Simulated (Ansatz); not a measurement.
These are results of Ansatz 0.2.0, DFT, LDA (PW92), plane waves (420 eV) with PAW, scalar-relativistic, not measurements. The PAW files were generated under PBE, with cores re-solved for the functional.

An element in the omega (AlB2-type) structure gives this curve. The cell is scaled uniformly from the relaxed one, with fractional coordinates and shape fixed. Energies are extrapolated to zero smearing, pressures are those at the given smearing. Magnetic state: spin not included.

| V (Å³/atom) | E − E₀ (meV/atom) | P (GPa) |
| --- | --- | --- |
| 22.639 | 69.5 | 8.29 |
| 23.668 | 28.3 | 5.01 |
| 24.697 | 6.2 | 2.28 |
| 25.727 | 0.0 | 0.00 |
| 26.756 | 7.3 | -1.91 |
| 27.785 | 25.7 | -3.52 |
| 28.814 | 53.6 | -4.87 |

Question: Which element is it?
A. lutetium
B. mercury
C. yttrium
D. thallium

Answer: A. Its fit is V₀ = 25.65 Å³/atom, B₀ = 52 GPa, B₀′ = 3.4.
